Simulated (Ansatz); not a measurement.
Input file for Ansatz (a program for electronic structure):

Ansatz 0.2 input:
```yaml
crystal:
  lattice:
    - [3.1828627033, 0.0, 0.0]
    - [-1.5914313516, 2.7564399578, 0.0]
    - [0.0, 0.0, 5.1854273383]
  atoms:
    - { symbol: Ga, position: [0.6666666667, 0.3333333333, 0.4991780427] }
    - { symbol: Ga, position: [0.3333333333, 0.6666666667, 0.9991780427] }
    - { symbol: N, position: [0.6666666667, 0.3333333333, 0.8758219573] }
    - { symbol: N, position: [0.3333333333, 0.6666666667, 0.3758219573] }
kpoints:
  mp_grid: { grid: [9, 9, 5] }
basis: { xc_grid: 2 }
hamiltonian:
  xc: pbesol
  pseudopotentials: { azcp: { folder: ./paw }, kind: paw }
scf:
  occupations: { method: fixed }
output:
  optics: { e_range: [0.0, 15.0], de: 0.05, sigma: 0.1, bands: { spectra_wanted_up_to: 12 eV } }
```

Output (shortened):

```
output.optics: the spectra are integrated over the Brillouin zone by k·p interpolation around the k-points, where levels, occupations, output.optics.sigma and …
Pseudopotential: Ga, paw, valence charge 13
Pseudopotential: N, paw, valence charge 5
Functional definition: PBEsol
Crystal: 4 atoms, lattice volume = 45.494 Å³
Basis set: ecut = 420 eV, 893 PW (Γ), exchange–correlation on 48×48×72 points (8 copies of the dense FFT grid, shifted against one another)
Bands: 22, of which v1, the nominal top of the filled ones, is band 18 counted from 1 (17 counted from 0)
Symmetry: 12 space group operations
Space group: P63mc (ITA 186), of the structure as read, at distance tolerance 3.6e-5 Å
k-points: 36 of 405 (time reversal used)
SCF iter   1: F=—  HF=-8246.860094 eV  |F-HF|=—  |Δ(HF+E_count)|=         —  Δρ=1.04e-1  dr2=4.20e0  ethr=3.10e-3  ⟨swp⟩=4.0  Hψ=2791  notcnv=0  defer=8
preconditioner: auto → Resta (q_TF=auto, 2.624 Å⁻¹)
SCF iter   2: F=—  HF=-8245.823375 eV  |F-HF|=—  |Δ(HF+E_count)|=    1.04e0  Δρ=4.56e-2  dr2=5.02e-1  ethr=3.10e-3  ⟨swp⟩=2.1  Hψ=1549  notcnv=0  defer=30
SCF iter   3: F=—  HF=-8245.722003 eV  |F-HF|=—  |Δ(HF+E_count)|=   1.01e-1  Δρ=1.66e-2  dr2=9.29e-2  ethr=1.39e-3  ⟨swp⟩=2.0  Hψ=875  notcnv=0  defer=68
SCF iter   4: F=—  HF=-8245.700862 eV  |F-HF|=—  |Δ(HF+E_count)|=   2.11e-2  Δρ=2.88e-3  dr2=4.71e-3  ethr=2.58e-4  ⟨swp⟩=3.0  Hψ=1499  notcnv=0  defer=70
SCF iter   5: F=—  HF=-8245.699703 eV  |F-HF|=—  |Δ(HF+E_count)|=   1.16e-3  Δρ=2.56e-3  dr2=1.68e-3  ethr=1.31e-5  ⟨swp⟩=2.1  Hψ=1508  notcnv=0  defer=70
SCF iter   6: F=—  HF=-8245.700259 eV  |F-HF|=—  |Δ(HF+E_count)|=   5.56e-4  Δρ=8.28e-4  dr2=2.20e-4  ethr=4.68e-6  ⟨swp⟩=3.0  Hψ=1470  notcnv=0  defer=70
SCF iter   7: F=—  HF=-8245.700346 eV  |F-HF|=—  |Δ(HF+E_count)|=   8.76e-5  Δρ=1.61e-4  dr2=1.09e-5  ethr=6.10e-7  ⟨swp⟩=2.0  Hψ=1373  notcnv=0  defer=26
SCF iter   8: F=—  HF=-8245.700343 eV  |F-HF|=—  |Δ(HF+E_count)|=   3.72e-6  Δρ=1.87e-5  dr2=1.30e-7  ethr=3.04e-8  ⟨swp⟩=2.0  Hψ=1417  notcnv=0
SCF iter  11: F=-8245.700344 eV  HF=-8245.700344 eV  |F-HF|=0.00e0  |Δ(HF+E_count)|=  1.46e-11  Δρ=5.46e-8  dr2=1.01e-12  ethr=1.00e-12  ⟨swp⟩=3.3  Hψ=2281  notcnv=0
SCF 1 converged in 11 iterations: F = -8245.700344 eV  dr2 = 1.01e-12
NSCF: frozen V_eff on 36 k-points
Optics k sum: 0 of 36 k-points
Optics k sum: 2 of 36 k-points
Optics k sum: 4 of 36 k-points
Optics k sum: 6 of 36 k-points
Optics k sum: 8 of 36 k-points
Optics k sum: 9 of 36 k-points
Optics k sum: 11 of 36 k-points
Optics k sum: 13 of 36 k-points
Optics k sum: 15 of 36 k-points
Optics k sum: 17 of 36 k-points
Optics k sum: 18 of 36 k-points
Optics k sum: 20 of 36 k-points
Optics k sum: 22 of 36 k-points
Optics k sum: 24 of 36 k-points
Optics k sum: 26 of 36 k-points
Optics k sum: 27 of 36 k-points
Optics k sum: 29 of 36 k-points
Optics k sum: 31 of 36 k-points
Optics k sum: 33 of 36 k-points
Optics k sum: 35 of 36 k-points
Optics k sum: 36 of 36 k-points
Optics k sum: 0 of 36 k-points
Optics k sum: 2 of 36 k-points
Optics k sum: 4 of 36 k-points
Optics k sum: 6 of 36 k-points
Optics k sum: 8 of 36 k-points
Optics k sum: 9 of 36 k-points
Optics k sum: 11 of 36 k-points
Optics k sum: 13 of 36 k-points
Optics k sum: 15 of 36 k-points
Optics k sum: 17 of 36 k-points
Optics k sum: 18 of 36 k-points
Optics k sum: 20 of 36 k-points
Optics k sum: 22 of 36 k-points
Optics k sum: 24 of 36 k-points
Optics k sum: 26 of 36 k-points
Optics k sum: 27 of 36 k-points
Optics k sum: 29 of 36 k-points
Optics k sum: 31 of 36 k-points
Optics k sum: 33 of 36 k-points
Optics k sum: 35 of 36 k-points
Optics k sum: 36 of 36 k-points
NSCF: frozen V_eff on 1 k-points
NSCF: frozen V_eff on 1 k-points
NSCF: frozen V_eff on 1 k-points
NSCF: frozen V_eff on 1 k-points
output.optics: what the bands over the 32 summed would add to eps1, eps2 and the energy-loss function is held between a lower and an upper bound (7 Lanczos …
SCF converged after 11 iterations
Free energy (F): -8245.700344 eV
Harris-Foulkes:  -8245.700344 eV  (|F-HF|=0.00e0)
Internal energy: -8245.700344 eV  (E = F + TS)
E sigma→0 (E₀):  -8245.700344 eV
Fermi energy:    9.608478 eV
--- Per-component energies (eV) ---
  E_band       = -13.551907
  E_kinetic    = 481.085934
  E_local      = -2826.278025  (includes V_loc(G=0)·N_el)
  E_nonlocal   = -107.498907
  E_hartree    = 1786.248767
  E_xc         = -242.666352
  E_vxc        = -261.374170  (∫ρ·V_xc dr)
  E_paw        = -4160.406825  (= ΣΔE_a)
  E_vpaw       = -871.985655  (= ΣTr[D̂ρ^β])
  E_aug_tail   = 0.001420  (compensation charges beyond the density's cutoff)
  E_ewald      = -3177.968513
  E_core_change = 1.782156  (= ΣΔE_core)
  E_smearing   =  0.000000  (= −TS)
  E_closure    =  0.000000  (closes the sum)
  Σ components = -8245.700344   (vs F -8245.700344, Δ=0.00e0)
  [band-id]    e_kinetic+e_local+e_nonlocal+2·e_hartree+e_vxc+e_vpaw+e_augmentation_tail = -13.551868   (vs E_band -13.551907, Δ=3.90e-5)
--- Band table (eV; the first three rows and the last of 36) ---
  k-point 0: bands = ["-6.4005", "-5.4655", "-3.8716", "-3.8561", "-3.8561", "-3.7946", "-3.7946", "-3.6004", "-3.6004", "-3.5005", "-3.5005", "-2.2332", "2.4589", "8.5611", "8.5611", "9.5650", "9.6085", "9.6085", "11.4855", "13.8087", "18.7186", "19.4309"]
  k-point 1: bands = ["-6.2831", "-5.5120", "-3.8540", "-3.8540", "-3.8383", "-3.8039", "-3.8039", "-3.5873", "-3.5873", "-3.5068", "-3.5068", "-2.6284", "3.1799", "8.4774", "8.6562", "8.6562", "9.5038", "9.5038", "12.3804", "13.8848", "18.4496", "19.3856"]
  k-point 2: bands = ["-5.9887", "-5.6835", "-3.8442", "-3.8442", "-3.8249", "-3.8249", "-3.6852", "-3.5572", "-3.5572", "-3.5266", "-3.5266", "-3.2796", "4.7933", "6.6738", "8.9108", "8.9108", "9.2346", "9.2346", "13.4868", "13.9486", "18.0043", "18.2365"]
  k-point 35: bands = ["-5.2956", "-5.2956", "-3.7634", "-3.7305", "-3.7305", "-3.6785", "-3.5780", "-3.5777", "-3.5578", "-3.5578", "-1.7765", "-1.7765", "3.4384", "3.4384", "4.9706", "5.7398", "7.9724", "7.9724", "16.1062", "16.1062", "16.2498", "17.2668"]
```

Cost: roughly 90 core-seconds on shared cores.

Space group P6_3mc (wurtzite). The cell was relaxed with PBEsol under the symmetry of its start. Spin–orbit coupling is left out wherever it is not named.

Potentials: the earlier of the program's two PAW sets.

Ansatz is a plane-wave DFT program.
